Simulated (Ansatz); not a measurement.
BN in space group P4_2/mnm (No. 136; B on 4f, N on 4g) at seven volumes, r²SCAN (plane waves, PAW; program Ansatz), shape and atoms relaxed at each. One row is withheld.

```
V (Å³/atom)  P (GPa)
-----------  -------
5.594              ?
5.779          25.28
5.963          11.76
6.147           0.01
6.332         -10.22
6.516         -19.13
6.701         -26.88
```

Task: Fit the shown pressures and predict the withheld one.

Result: Third-order Birch–Murnaghan: P = (3/2)B₀(x^(7/2) − x^(5/2))[1 + (3/4)(B′ − 4)(x − 1)] with x = (V₀/V)^(2/3). Least squares on the six rows gives V₀ = 6.147 Å³/atom, B₀ = 365.3 GPa, B′ = 3.67. At V = 5.594, x = 1.0649 and P = 40.92 GPa. The run itself gave 40.85 GPa.

The first step of the workflow began from a Materials Project structure, measured or hypothetical; the Crystallography Open Database copy checked does not list it. It is not the phase usual at ambient conditions (space group No. 186, 194, 216). Symmetry was held in the r²SCAN relaxation; whether a distortion lowers the energy is not shown.

Potentials: the earlier of the program's two PAW sets.
